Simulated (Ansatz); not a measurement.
HfO$_{2}$:
```xyz
6
Lattice="4.8385 0.0000 0.0000 0.0000 4.8385 0.0000 0.0000 0.0000 3.2205" Properties=species:S:1:pos:R:3 pbc="T T T"
Hf     0.0000     0.0000     0.0000
Hf     2.4193     2.4193     1.6103
O      0.9431     3.8954     1.6103
O      3.8954     0.9431     1.6103
O      3.3624     3.3624     0.0000
O      1.4761     1.4761     0.0000
```

Relaxed with r²SCAN. Special points in fractions of this cell's reciprocal vectors: Γ (0.000, 0.000, 0.000); X (0.000, 0.500, 0.000); M (0.500, 0.500, 0.000); Z (0.000, 0.000, 0.500); R (0.000, 0.500, 0.500); A (0.500, 0.500, 0.500).

Q: List the band energies nearest the valence-band maximum at these points for plane-wave PAW r²SCAN with spin–orbit coupling (Ansatz code).

A: In eV from the valence-band maximum; about four levels below and three above (degenerate sets whole), none deeper than 8.9 eV; points with the same levels are listed once.

```json
[
 {"k": "Γ", "below": "-0.37 -0.37 0.00 0.00", "above": "4.52 4.52 4.68 4.68"},
 {"k": "X", "below": "-0.64 -0.64 -0.64 -0.64", "above": "5.17 5.17 5.17 5.17"},
 {"k": "M", "below": "-0.73 -0.73 -0.73 -0.73", "above": "4.74 4.74 4.74 4.74"},
 {"k": "Z", "below": "-0.97 -0.97 -0.97 -0.97", "above": "6.10 6.10 6.10 6.10"},
 {"k": "R", "below": "-0.89 -0.89 -0.86 -0.86", "above": "4.71 4.71 4.79 4.79"},
 {"k": "A", "below": "-0.48 -0.48 -0.48 -0.48", "above": "5.66 5.66 5.66 5.66"}
]
```

Space group P4_2/mnm (rutile). The workflow started from a Materials Project entry (that database holds measured and hypothetical structures alike); the Crystallography Open Database copy checked does not list it. It is not the phase usual at ambient conditions (space group No. 14, 29). The cell was relaxed with r²SCAN under the symmetry of its start; of distortions, only those at the zone centre were tested. No spin polarisation was allowed.

Potentials: the earlier of the program's two PAW sets.
